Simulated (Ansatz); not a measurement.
An Ansatz (an electronic-structure program) input:

Ansatz 0.2 input:
```yaml
crystal:
  lattice:
    - [0.0, 2.5214318641, 2.5214318641]
    - [2.5214318641, 0.0, 2.5214318641]
    - [2.5214318641, 2.5214318641, 0.0]
  atoms:
    - { symbol: Ru, position: [0.0, 0.0, 0.0] }
    - { symbol: Mo, position: [0.5, 0.5, 0.5] }
kpoints:
  mp_grid: { grid: [10, 10, 10] }
  band_path:
    path:
      - [[0.0, 0.0, 0.0], [0.5, 0.0, 0.5], [0.625, 0.25, 0.625]]  # Γ-X-U
      - [[0.375, 0.375, 0.75], [0.0, 0.0, 0.0], [0.5, 0.5, 0.5], [0.5, 0.25, 0.75], [0.5, 0.0, 0.5]]  # K-Γ-L-W-X
    npoints: 12
basis: { xc_grid: 2 }
hamiltonian:
  xc: pbesol
  pseudopotentials: { kind: paw }
magnetization: { noncollinear: true, spin_orbit: true }
scf:
  n_extra_bands: 12
  convergence: { dr2_threshold: 0.0000000001 }
  occupations: { method: gaussian, width: 0.05 }
output: { eigenvalues: true }
```

**Question.** How many symmetry operations and irreducible k-points will the run report?

**Answer.** 48 operations, 47 of 1000 k-points.

**Question.** With a cutoff of 420 eV, how many plane waves at Γ?

**Answer.** 609.

It took around 30 core-seconds (rough) on shared server cores.

Space group Fm-3m (rock salt). The start of the workflow was typed in or built on a structure type; neither database checked (COD, Materials Project) lists it. Its standing as an ambient phase is unchecked. Symmetry was held in the PBEsol relaxation. At this level the phase is mechanically unstable. The run is not spin-polarised. Its formation energy is positive at this level, so the cell may be metastable or incomplete.

Potentials: the later of the program's two PAW sets.

Ansatz is a plane-wave DFT program.
